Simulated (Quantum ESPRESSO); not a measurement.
InP (zinc blende, space group F-43m, No. 216) has a direct gap of 0.56 eV with norm-conserving PBEsol (Quantum ESPRESSO, 70 Ry, scalar-relativistic). After an isotropic strain (on all lattice vectors, atoms relaxed) the gap is direct, 0.80 eV.

Task: Which strain was applied?
(A) +1 %
(B) +2 %
(C) -3 %
(D) -1.5 %
(E) -0.7 %

Result: D, -1.5 %. Gaps found: -3 %: 1.05 eV (direct); -1.5 %: 0.80 eV (direct); -0.7 %: 0.67 eV (direct); 0 %: 0.56 eV (direct); 1 %: 0.40 eV (direct); 2 %: 0.24 eV (direct).

Spin-orbit coupling is not included.
